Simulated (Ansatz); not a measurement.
Molecular dynamics on a 2×2×1 supercell (16 atoms) of LiTlSe₂ (ordering on zincblende), relaxed with r2SCAN. Forces come from PBE in the PAW code Ansatz: a Nosé-Hoover thermostat at fixed volume, 450 K, steps of 1 fs. Spin polarisation is off, nuclei are classical, and the run is far too short for thermal averages. The structure comes from a prototype and may be hypothetical.

```yaml
crystal:
  lattice:
    - [8.527849626, 0.0, 0.0]
    - [0.0, 8.527849626, 0.0]
    - [0.0, 0.0, 5.9802485926]
  atoms:
    - { symbol: Li, position: [0.0, 0.0, 0.0] }
    - { symbol: Se, position: [0.0, 0.25, 0.2292133967] }
    - { symbol: Tl, position: [0.25, 0.25, 0.5] }
    - { symbol: Se, position: [0.25, 0.0, 0.7707866033] }
    - { symbol: Li, position: [0.0, 0.5, 0.0] }
    - { symbol: Se, position: [0.0, 0.75, 0.2292133967] }
    - { symbol: Tl, position: [0.25, 0.75, 0.5] }
    - { symbol: Se, position: [0.25, 0.5, 0.7707866033] }
    - { symbol: Li, position: [0.5, 0.0, 0.0] }
    - { symbol: Se, position: [0.5, 0.25, 0.2292133967] }
    - { symbol: Tl, position: [0.75, 0.25, 0.5] }
    - { symbol: Se, position: [0.75, 0.0, 0.7707866033] }
    - { symbol: Li, position: [0.5, 0.5, 0.0] }
    - { symbol: Se, position: [0.5, 0.75, 0.2292133967] }
    - { symbol: Tl, position: [0.75, 0.75, 0.5] }
    - { symbol: Se, position: [0.75, 0.5, 0.7707866033] }
kpoints:
  mp_grid: { grid: [2, 2, 2] }
hamiltonian:
  xc: pbe
scf:
  occupations: { method: fermi_dirac, width: 0.039 }
md:
  ensemble: nvt_nose_hoover
  temperature: 450
  timestep: 1.0
  n_steps: 30
  initial_velocities: maxwell_boltzmann
  seed: 9104
```

Command: `ansatz run input.yaml --threads 4 --pin off --max-ram 3686MiB --backend cpu --events-out ev --progress --plain --runs-dir out`. It took 2.2 min on 4 threads of Arm Neoverse V1, on a shared host; peak host memory 1.6 GiB.

| step | t (fs) | T (K) | free energy F from step 0 (meV/atom) | kinetic energy (meV/atom) | largest force (eV/Å) |
| --- | --- | --- | --- | --- | --- |
| 0 | 0 | 450 | 0.0 | 54.5 | 0.20 |
| 1 | 1 | 449 | 0.1 | 54.5 | 0.23 |
| 2 | 2 | 447 | 0.3 | 54.2 | 0.26 |
| 3 | 3 | 444 | 0.7 | 53.8 | 0.29 |
| 4 | 4 | 439 | 1.3 | 53.2 | 0.31 |
| 5 | 5 | 433 | 2.0 | 52.5 | 0.34 |
| 6 | 6 | 426 | 2.9 | 51.7 | 0.37 |
| 7 | 7 | 418 | 3.9 | 50.6 | 0.39 |
| 8 | 8 | 409 | 5.0 | 49.5 | 0.43 |
| 9 | 9 | 398 | 6.3 | 48.3 | 0.49 |
| 10 | 10 | 387 | 7.6 | 47.0 | 0.55 |
| 11 | 11 | 376 | 9.0 | 45.6 | 0.60 |
| 12 | 12 | 364 | 10.4 | 44.1 | 0.66 |
| 13 | 13 | 352 | 11.9 | 42.6 | 0.71 |
| 14 | 14 | 340 | 13.4 | 41.2 | 0.76 |
| 15 | 15 | 328 | 14.9 | 39.7 | 0.80 |
| 16 | 16 | 316 | 16.3 | 38.3 | 0.85 |
| 17 | 17 | 305 | 17.6 | 37.0 | 0.88 |
| 18 | 18 | 295 | 18.9 | 35.8 | 0.91 |
| 19 | 19 | 286 | 20.0 | 34.7 | 0.93 |
| 20 | 20 | 278 | 21.0 | 33.7 | 0.95 |
| 21 | 21 | 271 | 21.9 | 32.8 | 0.95 |
| 22 | 22 | 265 | 22.6 | 32.1 | 0.95 |
| 23 | 23 | 261 | 23.2 | 31.6 | 0.94 |
| 24 | 24 | 257 | 23.6 | 31.2 | 0.93 |
| 25 | 25 | 255 | 23.9 | 30.9 | 0.92 |
| 26 | 26 | 254 | 24.1 | 30.8 | 0.91 |
| 27 | 27 | 254 | 24.1 | 30.8 | 0.93 |
| 28 | 28 | 255 | 24.1 | 30.9 | 0.94 |
| 29 | 29 | 256 | 23.9 | 31.0 | 0.96 |
| 30 | 30 | 258 | 23.7 | 31.3 | 0.97 |

The temperature starts at 450 K, is lowest at step 27 (254 K, 27 fs) and ends at 258 K. The thermostat hasn't had time to restore it. The atoms start on their lattice sites with kinetic energy alone, so much of it first passes into potential energy. By the last step the atoms have moved 0.12 Å in the root mean square, the drift of the whole cell taken out, 0.22 Å at most.

Positions (Å) and forces (eV/Å) at step 30:
```
Li  -0.113  -0.022  -0.169     0.459  -0.094   0.344
Se  -0.023   2.077   1.332     0.028  -0.129  -0.046
Tl   2.118   2.137   2.958     0.051   0.162   0.304
Se   2.185   0.028   4.657    -0.132   0.157   0.169
Li   0.203   4.179   0.064    -0.373   0.213  -0.070
Se   0.081   6.370   1.430    -0.738   0.036  -0.635
Tl   2.102   6.494   3.002     0.754  -0.127   0.102
Se   2.212   4.346   4.631    -0.573  -0.335  -0.505
Li   4.340  -0.133   0.049    -0.179   0.202  -0.009
Se   4.190   2.051   1.319     0.455   0.227  -0.143
Tl   6.402   2.113   2.975    -0.408   0.036  -0.479
Se   6.358  -0.001   4.601    -0.112   0.015   0.122
Li   4.203   4.363  -0.180     0.387  -0.320   0.519
Se   4.325   6.327   1.330    -0.174   0.012   0.334
Tl   6.410   6.387   3.050    -0.005  -0.209  -0.464
Se   6.309   4.202   4.577     0.559   0.154   0.458
```
